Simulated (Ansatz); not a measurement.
# Al3GaSb4 (Pmm2) at 2 levels of theory

One geometry, relaxed with PBE; plane waves with PAW potentials in Ansatz, scalar-relativistic unless the row names spin-orbit coupling. No spin polarisation but for the spin–orbit row. Gaps are the least over mesh and band path; pressure is positive in compression.

```yaml
crystal:
  lattice:
    - [4.40517, 0.00000, 0.00000]
    - [0.00000, 8.80197, 0.00000]
    - [0.00000, 0.00000, 6.21326]
  atoms:
    - { symbol: Al, position: [0.50000, 0.24965, 0.49993] }
    - { symbol: Al, position: [0.00000, 0.50000, 0.99958] }
    - { symbol: Al, position: [0.50000, 0.75035, 0.49993] }
    - { symbol: Ga, position: [0.00000, 0.00000, 0.00011] }
    - { symbol: Sb, position: [0.00000, 0.24980, 0.25013] }
    - { symbol: Sb, position: [0.50000, 0.50000, 0.74965] }
    - { symbol: Sb, position: [0.00000, 0.75020, 0.25013] }
    - { symbol: Sb, position: [0.50000, 0.00000, 0.75054] }
```

| level | cutoff (eV) | k mesh | gap (eV) | pressure (GPa) |
| --- | --- | --- | --- | --- |
| PBE | 420 | 6×4×6 | 0.71 | 0.0 |

What comes out on the same cell with PBE with spin-orbit coupling?

```json
{"level": "PBE with spin-orbit coupling", "cutoff (eV)": "420", "k mesh": "6×4×6", "gap (eV)": "0.50", "pressure (GPa)": "0.0"}
```

Spin-orbit coupling matters for the bands of heavy elements and enters only rows that name it.

The structure comes from a generated guess; another structure or a mixture of phases may lie lower.
